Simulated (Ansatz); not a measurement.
A relaxed cell of Ta₃TiN₄ is given with its symmetry left out. The cell was found from a structure generator's guess, not taken from experiment.

These are results of DFT PBE, scalar-relativistic, plane waves, PAW in Ansatz 0.2.0, not measurements. Cutoff 420 eV, Γ-centred mesh, Gaussian smearing, collinear spin.

```xyz
8
Lattice="2.9427 0.0000 0.0000 -1.4714 2.5485 0.0000 0.0000 0.0000 11.3826" Properties=species:S:1:pos:R:3 pbc="T T T"
Ti    0.0000    0.0000    5.6913
Ta    0.0000    0.0000    0.0000
Ta    0.0000    0.0000    2.9021
Ta    0.0000    0.0000    8.4805
N     1.4714    0.8495    9.9401
N     1.4714    0.8495    1.4424
N     1.4714    0.8495    4.3012
N     1.4714    0.8495    7.0814
```

Formation energies are uncorrected and refer to the elements' standard structures at the same level (N₂ as a molecule).

Problem. What space group does it have?

Solution. P-6m2 (No. 187), with Ti and Ta ordered on tungsten carbide sites. Conventional cell: a = 2.943 Å, c = 11.383 Å. Ti is surrounded by 6 N at 2.20 Å, 2 Ta at 2.79 Å and 6 Ti at 2.94 Å; around Ta on a site of symmetry -6m2 lie 6 N at 2.23 Å and 8 Ta at 2.90–2.94 Å; Ta on a site of symmetry 3m is surrounded by 6 N at 2.20–2.24 Å, 1 Ti at 2.79 Å and 7 Ta at 2.90–2.94 Å; around N on its first site lie 6 Ta at 2.23–2.24 Å; 1 more site not described.

Problem. How far does it lie from the elements in energy?

Solution. −1.20 eV/atom. Whether it is stable depends on the other phases of the system, which aren't compared here.

Problem. Is it a metal?

Solution. Yes, bands cross the Fermi level on the 12×12×4 mesh.

Problem. Which magnetic moments does it keep?

Solution. 0.00 μB per atom net, the space between the atoms included; by site: all under 0.1 μB.

The last run used collinear spin, a 12×12×4 mesh (in the run's order of axes) for its 8-atom cell and Gaussian smearing of 0.10 eV. Spin–orbit coupling, which can matter for Ta, is left out. A later test with randomly moved atoms came back to the same energy, though modes that don't fit the test's cell weren't probed.
